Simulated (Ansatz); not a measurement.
NaHO:
```yaml
crystal:
  lattice:
    - [3.49247, 0.00000, 0.00000]
    - [0.00000, 3.39321, 0.00000]
    - [-1.41694, 0.00000, 4.89512]
  atoms:
    - { symbol: Na, position: [0.16581, 0.79659, 0.29926] }
    - { symbol: Na, position: [0.83419, 0.29659, 0.70074] }
    - { symbol: H, position: [0.46044, 0.93726, 0.93330] }
    - { symbol: H, position: [0.53956, 0.43726, 0.06670] }
    - { symbol: O, position: [0.34406, 0.76610, 0.77324] }
    - { symbol: O, position: [0.65594, 0.26610, 0.22676] }
```

Relaxed with PBEsol.

Task: Map the valence electron density (e/Å³), cut off at 1 on the plane through (0.460, 0.937, 0.933) spanned by u = [1, 0, 0] and v = [0, 1, 1] in lattice vectors, from PBEsol in the plane-wave PAW code Ansatz.

Result: x is the fraction of u, y of v (the angle between them is 103°; rows are the nearest grid lines); atoms in the plane: H at (0.00, 0.00), O at (0.88, 0.84).
```
|@@+:         .-#@@|
|@@+:.       .-#@@@|
|@@*:.     .:*@@@@@|
|@@#:.     .=@@@@@@|
|@@*:.    .:*@@@@@@|
|@#-.     .:*@@@@@@|
|#-.      .:=@@@@@#|
|-.        .:=#%#+-|
|            ....  |
|                  |
|                  |
|                  |
|  ..::..          |
|.-*@@@%=:.       .|
|-#@@@@@#-.      .-|
|*@@@@@@@=.     .:*|
|@@@@@@@%-.     .=@|
|@@@@@@@+:.     :=@|
|%@@@@@#-.      .=%|
|-=++=:.        .:-|
|::-::.          .:|
|:::..          ..:|
|@%=.          .-*@|
|@@+:         .-#@@|
```
Scale: ten equal steps from 0.023 (start of ' ') to 1.00 (end of '@'), in the order ' .:-=+*#%@'; x runs from 0.000 to 1.00, y from 0.000 (bottom) to 1.00 (top).

The density is the valence pseudo-density with augmentation charge, so density and ELF within about 1 Å of a nucleus are not all-electron values.

Space group P2_1. The workflow started from a Materials Project entry (that database holds measured and hypothetical structures alike); the Crystallography Open Database copy checked does not list it. COD files the formula under space group No. 11. Whether it is the stable phase at ambient conditions was not checked. The PBEsol relaxation kept the symmetry of its start; its stability against distortions is not shown here.

Potentials: the later of the program's two PAW sets.
